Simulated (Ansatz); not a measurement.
La$_{2}$WN$_{4}$:
```yaml
crystal:
  lattice:
    - [-1.98017, 1.98017, 6.30668]
    - [1.98017, -1.98017, 6.30668]
    - [1.98017, 1.98017, -6.30668]
  atoms:
    - { symbol: La, position: [0.35543, 0.35543, 0.00000] }
    - { symbol: La, position: [0.64457, 0.64457, 0.00000] }
    - { symbol: W, position: [0.00000, 0.00000, 0.00000] }
    - { symbol: N, position: [0.16334, 0.16334, 0.00000] }
    - { symbol: N, position: [0.83666, 0.83666, 0.00000] }
    - { symbol: N, position: [0.00000, 0.50000, 0.50000] }
    - { symbol: N, position: [0.50000, 0.00000, 0.50000] }
```

Relaxed with PBEsol. Special points in fractions of this cell's reciprocal vectors: Γ (0.000, 0.000, 0.000); X (0.000, 0.000, 0.500); P (0.250, 0.250, 0.250); N (0.000, 0.500, 0.000); M (0.500, 0.500, -0.500); S (0.275, 0.725, -0.275); S0 (-0.275, 0.275, 0.275); R (-0.049, 0.049, 0.500); G (0.500, 0.500, -0.049).

Q: List the band energies nearest the Fermi level at these points for plane-wave PAW PBEsol with spin–orbit coupling (Ansatz code).

A: In eV from the Fermi level; about four levels below and three above (degenerate sets whole), none deeper than 8.9 eV; points with the same levels are listed once.

```
k                    below                above
-  -----------------------  -------------------
Γ  -0.06 -0.06 -0.02 -0.02  0.56 0.56 0.74 0.74
X  -0.38 -0.38 -0.19 -0.19  2.98 2.98 2.98 2.98
P  -0.51 -0.51 -0.38 -0.38  2.93 2.93 3.01 3.01
N  -0.75 -0.75 -0.41 -0.41  1.33 1.33 2.69 2.69
M  -0.98 -0.98 -0.21 -0.21  0.01 0.01 1.03 1.03
S  -0.78 -0.78 -0.58 -0.58  1.37 1.37 2.73 2.73
R  -0.41 -0.41 -0.20 -0.20  2.93 2.93 3.00 3.00
```

Space group I4/mmm. The start of the workflow was typed in or built on a structure type; neither database checked (COD, Materials Project) lists it. Its standing as an ambient phase is unchecked. Symmetry was held in the PBEsol relaxation; its stability against distortions is not shown here. The workflow began spin-polarised and lost its moments. The cell computed holds one magnetic atom, so no antiferromagnetic order was within reach.

Potentials: the later of the program's two PAW sets.
